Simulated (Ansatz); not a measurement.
Checking a converged run of Ni

Ni is taken as a measured crystal structure (space group Fm-3m, primitive cell doubled), 2 atoms in the cell. Source: COD entry 2102266; the sample's temperature and pressure aren't taken into account, and it need not be the stable phase.

Theory: DFT, PBE, PAW, plane waves, scalar-relativistic (Ansatz development build ahead of 0.2.0).

```yaml
crystal:
  lattice:
    - [0.0, 1.77105, 1.77105]
    - [1.77105, 0.0, 1.77105]
    - [3.5421, 3.5421, 0.0]
  atoms:
    - { symbol: Ni, position: [0.0, 0.0, 0.0], spin: 2.0 }
    - { symbol: Ni, position: [0.0, 0.0, 0.5], spin: -2.0 }
magnetization:
  spin_polarized: true
hamiltonian:
  xc: pbe
  pseudopotentials: { kind: paw }
basis:
  ecutwfc: 420
kpoints:
  mp_grid: { grid: [12, 12, 6] }
scf:
  occupations: { method: fermi_dirac, width: 0.1 }
  lower_state_search: "off"
output:
  forces: true
  stress: true
```

Time: 2.7 s on 2 threads of Arm Neoverse V2, on a shared host, peak memory 0.34 GiB.

The end of the output:

```
SCF converged after 16 iterations
Magnetization: 0.0000 μB (18.0000 up, 18.0000 down)
Absolute magnetization: 0.0001 μB (∫|ρ↑−ρ↓|, with the PAW one-centre terms)
Spin contamination: 0.0000 ħ² per cell (⟨S²⟩ above its minimum at these occupations)
Per-site moments (μB) at R_I (Å): [(2.7737e-5, 1.0331), (-2.7737e-5, 1.0331)]
Free energy (F): -11679.424894 eV
Harris-Foulkes:  -11679.424894 eV  (|F-HF|=4.55e-11)
Internal energy: -11679.253819 eV  (E = F + TS)
E sigma→0 (E₀):  -11679.339356 eV
Entropy (-TS):   -0.171074 eV (-85.537 meV/atom)
Fermi energy:    17.543335 eV
--- Forces (eV/Å), atoms counted from 1 ---
  atom   1  Ni     0.00000000     0.00000000     0.00000000
  atom   2  Ni    -0.00000000    -0.00000000     0.00000000
--- Stress (GPa, compression-positive) ---
       -4.525495      -0.000005       0.000005
       -0.000005      -4.525495       0.000005
        0.000005       0.000005      -4.525495
  P = ⅓ Tr σ = -4.5255 GPa (-45.255 kbar)
```

The mesh is too coarse to rank close states of a metal with certainty: differences of some tens of meV/atom may change, at times in sign.

A small moment in a metal is sensitive to the mesh and the smearing.

Site moments are taken inside atomic spheres and don't add up to the total.

Would you trust this as the ground state? If a lower solution is known, describe it.

No, on this mesh. A state 33.4 meV/atom (0.067 eV per cell) lower exists in this cell: ferromagnetic, site moments Ni1 0.70, Ni2 0.70 μB, total 1.31 μB per cell, no gap on the k-mesh. It was reached from: parallel moments, default search for lower states [Ni1 2.00, Ni2 2.00 μB]; a moment on one site alone, plain SCF [Ni1 2.00 μB]. The wrong state matters: the pressure is -3.3 GPa there against -4.5 GPa here. This multiple of the primitive cell fits some opposed orders; other multiples fit others. Orders that need a larger cell or non-collinear spins weren't tried.
